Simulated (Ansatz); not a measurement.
**Stationary points along a deformation path in C**

All numbers below come from Ansatz, DFT r2SCAN, scalar-relativistic, plane waves, PAW. Cutoff 500 eV, Γ-centred 24×24×6 k-points, Gaussian smearing of 0.15 eV. No spin polarisation. Energies are free energies at this smearing, counted from the undisturbed cell; pressure is positive in compression.

Zero of the scan (as given, not relaxed at this level; it stands at 0.0 GPa; this form isn't the usual structure):

```yaml
crystal:
  lattice:
    - [2.45617, 0.00000, 0.00000]
    - [-1.22809, 2.12711, 0.00000]
    - [0.00000, 0.00000, 8.52380]
  atoms:
    - { symbol: C, position: [0.33333, 0.66667, 0.00000] }
    - { symbol: C, position: [0.66667, 0.33333, 0.00000] }
```

The cell holds layers and no dispersion correction was added, so their binding is poorly described.

At fixed volume and fractional coordinates, lengths along (0.000, 0.000, 1.000) are scaled against those across it; ρ is that ratio over its starting value. V = 22.266 Å³/atom. Δσ is the stress along the axis less the mean stress across it (compression positive).

| ρ | ΔE (meV/atom) | Δσ (GPa) | space group |
| --- | --- | --- | --- |
| 0.800 | 347.2 | 31.48 | P6/mmm |
| 0.850 | 190.6 | 24.14 | P6/mmm |
| 0.920 | 52.6 | 13.24 | P6/mmm |
| 0.960 | 13.0 | 6.74 | P6/mmm |
| 1.000 | 0.0 | 0.07 | P6/mmm |
| 1.050 | 18.7 | -8.47 | P6/mmm |
| 1.100 | 73.9 | -17.21 | P6/mmm |
| 1.200 | 283.6 | -35.17 | P6/mmm |
| 1.300 | 611.8 | -53.65 | P6/mmm |

Q: How does the stress give the slope of the energy, and where is the energy stationary?

A: Along the path d ln(length) is 2/3 d ln ρ on the axis and −1/3 d ln ρ across it, so dE/d ln ρ = −(2/3) V Δσ: the energy falls with ρ where Δσ is positive. Δσ vanishes or changes sign between ρ = 1.000 and 1.050, a minimum (near 1.00 by linear interpolation). Pairs of stationary points between two samples would go unseen, and could change a minimum read from distant neighbours into a maximum.

Q: Integrate that slope from ρ = 1 to 1.200 by the trapezoid rule.

A: With V/N in Å³ and 1 eV/Å³ = 160.2 GPa the slopes at ρ = 1.000, 1.050, 1.100, 1.200 are -6, 785, 1595, 3259 meV/atom per unit of ln ρ. The steps add 19.0 + 55.3 + 211.2 = 285.5 meV/atom, against 283.6 from the energies; the trapezoid rule misses the curvature of the slope within each step.

In a metal these slopes depend on the k mesh and the smearing.